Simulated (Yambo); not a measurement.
# NaCoO2: sweep of GW parameters

G0W0@PBEsol for NaCoO2 (space group P6_3/mmc, No. 194) in Yambo. Reference settings: 6×6×1 Γ-centred k mesh, bands 11 to 161 and a 8 Ry block in the screening, 161 bands in G with the Bruneval-Gonze terminator, plasmon pole fitted at 27.2 eV. The PBEsol gap (0, 0.167, 0) → (0, 0.333, 0) on this mesh is 0.83 eV; G0W0 gaps are taken between the same points.

```tsv
change from the reference	G0W0 gap (0, 0.167, 0) → (0, 0.333, 0) (eV)	shift of the valence edge (eV)	rough Yambo cost
reference settings	1.68	0.16	1
86 bands in W	1.67	0.24	within a factor of two
1 Ry block	4.88	-2.03	within a factor of two
no random integration	1.64	0.27	–
no terminator	1.68	0.38	–
```

The reference isn't shown to be the converged limit. Costs are rough (shared machines), scaled to the same edge states, and given only for runs that recompute the screening. The mesh misses a band edge: along a dense path the PBEsol gap is 0.69 eV against 0.83 eV on the mesh.

The 3d shell has no Hubbard U; the runs are without spin polarisation, and magnetic order was not tried.

Geometry of the Materials Project entry, not relaxed at this level; primitive cell a = 2.8772 Å, b = 2.8772 Å, c = 10.3899 Å, α = 90.00°, β = 90.00°, γ = 120.00°.

The structure is a Materials Project entry; no match was found in the copy of COD used, and its stability was not checked.

A shift is the quasiparticle energy of the state minus its PBEsol energy.
